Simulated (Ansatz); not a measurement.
The slice is one period of a {110} plane through atoms; its size isn't given.

These are PBE (plane waves to 420 eV, PAW, scalar-relativistic; Ansatz, an electronic-structure program) values and carry that method's errors. These are valence fields of a PAW run, semicore shells included where kept as valence: close to a nucleus they are smooth pseudo fields.

```
|@%#+=-----=+#%|
|##+=========+#|
|++===========+|
|=======-======|
|----==-:-==---|
|:::--==-==--::|
|..::--===--::.|
|  .::--=--::. |
|   .::---::.  |
|   ..:::::..  |
|    ..:::..   |
|    .......   |
|....       ...|
|::...     ...:|
|--::.     .::-|
|=--::.   .::--|
|++=-:.. ..:-=+|
|##+=-:...:-=+#|
|@%#+--:::--+#%|
|@@#+=--:--=+#@|
```
Scale: ten equal steps from -1.54 (start of ' ') to 1.53 (end of '@'), in the order ' .:-=+*#%@'. Values: log₁₀ of the valence density in e/Å³. The map has 14 points along u (one character each, u = 0 at the left) and 20 along v (v = 0 in the bottom row). The scale is logarithmic, as a density can span decades between atoms and voids.

```
|xx47887678874x|
|34689976799864|
|66799963699976|
|668997xxx79986|
|557874xxx47875|
|234553xxx35543|
|01234443444321|
|00124566654210|
|00013456543100|
|00001344431000|
|00000122210000|
|00000000000000|
|00000000000000|
|22100000000012|
|54421000001244|
|66542000002456|
|66653200023566|
|34554310134554|
|xx46653235664x|
|xx36775457763x|
```
Scale: ten equal steps from 0.01 (start of '0') to 0.91 (end of '9'), in the order '0123456789'. Values: electron localisation function (ELF). The map has 14 points along u (one character each, u = 0 at the left) and 20 along v (v = 0 in the bottom row). Points within 0.4 Å of a nucleus are blanked (x), as the pseudised field means little there.

Problem. Which relaxed crystal do these maps come from?
A) CuI (zinc blende)
B) BP (zinc blende)
C) InSb (zinc blende)
D) BAs (zinc blende)

Solution. D, BAs (zinc blende). Atoms on the slice: As at (0.00, 0.00); B at (0.50, 0.75)

All were relaxed with their symmetry unable to fall. At this level the bands of InSb touch or barely overlap; measurements give the solid a gap. CuI is run without spin polarisation. Spin-orbit coupling is left out.
